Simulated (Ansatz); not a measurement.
Hf$_{3}$TiO$_{8}$: phonons across the zone

These are results of Ansatz 0.2.0, DFT PBE, scalar-relativistic, plane waves, PAW, not measurements. Settings: 420 eV plane-wave cutoff, Γ-centred 6×6×4 mesh, fixed occupations. No spin polarisation. Phonons by linear response, acoustic sum rule imposed.

The cell, relaxed at this level:
```xyz
12
Lattice="3.4047 -3.4104 0.0000 3.4047 3.4104 0.0000 0.0000 0.0000 6.3499" Properties=species:S:1:pos:R:3 pbc="T T T"
Hf    0.0000    0.0000    0.0000
Hf    3.4047    0.0000    1.6166
Hf    3.4047    0.0000    4.7333
Ti    0.0000    0.0000    3.1749
O     3.4047   -2.1106    1.6631
O     3.4047   -2.1106    4.6868
O     4.7295    0.0000    0.0000
O     4.7954    0.0000    3.1749
O     2.0800    0.0000    0.0000
O     2.0141    0.0000    3.1749
O     3.4047    2.1106    1.6631
O     3.4047    2.1106    4.6868
```

The structure comes from a generated guess, relaxed at this level; another structure or a mixture of phases may lie lower. Spin–orbit coupling is left out, which matters for heavy elements. The q mesh is coarse, so values between its points are rough.

Force constants from linear response on a 2×2×1 q mesh.

Path: Γ–Y–C0 | SIGMA0–Γ–Z–A0 | E0–T–Y | Γ–S–R–Z–T. Only the points of the 2×2×1 mesh were computed; the rest is interpolation, which is rough on so few points. On the mesh no mode is imaginary. Distance along the path (Å⁻¹), then the branches (cm⁻¹, negative for imaginary; the LO field is included):
```
0.000  0 0 0 67 76 80 125 133 158 184 203 248 251 261 265 279 282 289 328 338 358 395 396 397 416 437 468 481 491 492 562 594 662 667 697 770
0.230  14 35 64 65 78 83 107 144 164 192 216 245 251 251 262 263 271 289 327 346 354 383 384 409 425 442 475 481 486 491 559 584 655 658 706 764
0.461  29 42 71 72 73 90 128 172 173 205 219 226 239 244 248 259 260 280 323 352 356 366 372 417 441 448 468 482 485 491 537 545 647 656 722 755
0.691  44 52 63 69 79 97 115 160 178 200 218 229 234 254 255 261 263 269 315 323 349 363 395 411 442 451 454 479 483 491 494 503 658 665 733 753
0.921  40 50 55 60 62 80 131 138 180 220 222 223 232 251 254 262 274 277 298 306 349 361 399 412 441 452 458 462 467 483 491 497 659 676 736 754
0.922  40 50 55 60 62 80 131 138 180 220 222 223 232 251 254 262 274 277 298 306 349 361 399 412 441 452 458 462 467 483 491 497 659 676 736 754
0.922  40 50 55 60 62 80 131 138 180 220 222 223 232 251 254 262 274 277 298 306 349 361 399 412 441 452 458 462 467 483 491 497 659 676 736 754
0.922  40 50 55 60 62 80 131 138 180 220 222 223 232 251 254 262 274 277 298 306 349 361 399 412 441 452 458 462 467 483 491 497 659 676 736 754
0.923  40 50 55 60 62 80 131 138 180 220 222 223 232 251 254 262 274 277 298 306 349 361 399 412 441 452 458 462 467 483 491 497 659 676 736 754
1.038  49 56 62 63 72 80 132 137 172 210 218 225 236 252 262 264 271 290 297 314 347 360 400 412 442 450 455 463 468 483 499 504 658 676 739 756
1.268  55 65 74 79 79 123 132 144 149 186 205 221 254 259 261 267 285 299 335 347 348 365 401 404 424 447 464 472 478 482 532 548 650 676 753 761
1.498  49 61 73 78 80 115 127 131 148 196 211 216 230 266 270 282 288 304 325 373 373 382 384 400 412 455 458 473 481 504 553 587 651 673 748 766
1.729  22 29 45 62 67 81 125 135 164 168 206 237 254 260 263 278 290 301 335 356 376 392 394 397 415 435 469 472 481 497 561 594 660 668 726 770
1.844  0 0 0 60 80 90 125 133 158 162 184 248 251 262 265 279 289 298 333 351 386 395 397 416 431 437 468 481 491 492 561 594 662 663 675 770
1.968  -14 -12 50 58 82 102 131 136 162 166 186 244 248 250 259 288 292 296 329 334 392 393 414 418 428 436 472 480 490 491 558 594 660 669 676 766
2.091  -38 -21 62 84 96 130 145 146 172 177 192 225 231 248 252 270 286 316 316 316 387 407 418 422 435 442 476 478 487 488 550 593 660 676 683 756
2.215  -54 -26 69 85 135 158 160 161 180 191 201 203 213 241 243 246 282 300 309 333 378 412 426 427 436 458 472 478 484 486 542 590 661 680 696 740
2.339  -60 -28 72 85 156 170 170 173 184 187 200 201 206 224 238 245 280 292 306 342 373 410 426 437 440 463 469 470 484 486 540 589 662 681 708 728
2.569  -33 45 75 102 140 163 169 176 179 181 191 215 226 235 244 259 280 290 305 330 364 409 414 425 438 457 474 488 494 494 541 604 665 680 713 718
2.799  16 82 94 107 123 149 160 170 171 186 198 226 228 253 256 277 287 294 300 305 352 371 392 431 443 450 484 488 499 507 519 594 676 698 704 716
3.030  -72 64 85 107 135 152 162 165 176 196 209 228 228 245 265 273 276 289 295 307 329 343 380 431 442 448 468 468 478 513 516 532 679 698 707 721
3.260  -98 31 80 85 141 161 168 178 185 204 217 225 226 232 253 271 272 272 295 307 317 334 395 412 434 446 449 462 474 501 511 522 677 696 698 727
3.260  -98 31 80 85 141 161 168 178 185 204 217 225 226 232 253 271 272 272 295 307 317 334 395 412 434 446 449 462 474 501 511 522 677 696 698 727
3.260  -98 31 80 85 141 161 168 178 185 204 217 225 226 232 253 271 272 272 295 307 317 334 395 412 434 446 449 462 474 501 511 522 677 696 698 727
3.261  -98 31 80 85 141 161 168 178 185 204 217 225 226 232 253 271 272 272 295 307 317 334 395 412 434 446 449 462 474 501 511 522 677 696 698 727
3.261  -98 31 80 85 141 161 168 178 185 204 217 225 226 232 253 271 272 272 295 307 317 334 395 412 434 446 449 462 474 501 511 522 677 696 698 727
3.323  -94 32 80 85 139 156 164 177 185 207 217 219 226 242 253 265 272 277 296 308 318 332 396 411 432 447 449 465 474 500 511 520 676 692 704 728
3.447  -71 33 77 79 128 132 139 169 183 214 218 222 225 251 253 272 276 282 296 311 313 332 394 407 432 451 452 472 480 494 505 510 670 683 717 737
3.571  -20 38 71 72 98 105 117 159 182 218 219 223 237 239 252 273 280 288 298 301 333 344 372 426 437 453 457 468 479 489 491 502 663 678 729 747
3.694  38 47 62 62 64 83 125 144 180 220 222 222 233 250 251 268 274 277 298 305 349 362 380 430 440 447 458 462 468 485 492 496 660 676 735 753
3.756  0 0 0 67 67 80 125 133 160 178 203 248 249 262 265 279 289 294 338 342 362 395 396 397 416 435 468 481 484 492 562 594 662 667 710 770
3.919  29 42 48 67 71 80 120 138 160 181 210 237 253 261 262 273 291 295 338 346 363 389 389 403 417 440 471 480 481 499 561 592 659 664 712 768
4.082  45 68 69 79 84 98 106 142 152 201 226 228 230 258 258 276 294 296 338 354 366 376 377 409 420 448 479 479 482 509 557 583 654 657 720 762
4.245  44 73 74 78 93 114 123 138 161 203 212 221 241 252 254 282 297 301 339 355 363 363 376 414 421 450 481 486 493 524 552 567 649 650 729 754
4.408  38 74 74 80 88 115 131 157 158 192 211 218 236 252 264 282 298 305 341 354 356 357 381 418 419 449 481 489 499 538 548 552 646 647 736 747
4.532  51 76 79 86 87 116 134 158 162 189 208 217 236 249 264 291 296 301 324 338 356 373 381 420 434 446 479 484 504 537 553 557 647 649 732 741
4.655  68 77 90 90 99 118 143 163 174 184 206 212 236 240 264 279 293 308 309 329 360 364 401 426 435 452 473 480 510 538 560 567 649 656 721 725
4.779  66 85 96 97 111 116 147 178 180 192 206 206 226 235 259 263 285 307 315 323 359 373 416 417 435 456 464 485 514 540 567 578 656 668 704 705
4.903  64 88 100 100 112 116 147 181 187 201 207 208 213 234 252 262 281 308 309 326 356 394 396 421 442 454 457 489 514 542 569 583 663 681 691 691
5.066  55 75 86 110 120 128 152 178 186 190 203 216 217 233 250 267 276 306 312 320 356 397 402 421 442 456 458 488 508 530 568 590 660 682 687 703
5.229  22 47 80 102 138 148 167 171 180 190 194 215 221 233 242 262 276 301 311 323 359 407 412 419 442 460 460 484 496 510 560 596 658 679 697 715
5.392  -48 3 74 91 151 164 168 175 184 187 194 207 218 223 238 250 279 294 307 336 368 414 422 425 441 463 463 482 484 493 547 593 661 680 705 724
5.555  -60 -28 72 85 156 170 170 173 184 187 200 201 206 224 238 245 280 292 306 342 373 410 426 437 440 463 469 470 484 486 540 589 662 681 708 728
5.785  -43 -24 78 84 145 164 174 175 185 191 196 203 216 220 229 245 277 304 311 332 363 406 423 424 441 455 465 478 486 488 560 585 654 680 694 725
6.015  -7 15 82 95 113 167 167 180 191 193 200 201 207 220 239 248 268 311 320 330 339 391 394 413 441 446 452 492 493 500 551 565 653 679 684 724
6.246  -71 25 81 91 143 145 166 175 184 204 212 213 221 226 256 256 265 288 312 322 325 356 397 401 432 440 446 498 500 506 507 517 674 687 692 726
6.476  -98 31 80 85 141 161 168 178 185 204 217 225 226 232 253 271 272 272 295 307 317 334 395 412 434 446 449 462 474 501 511 522 677 696 698 727
```
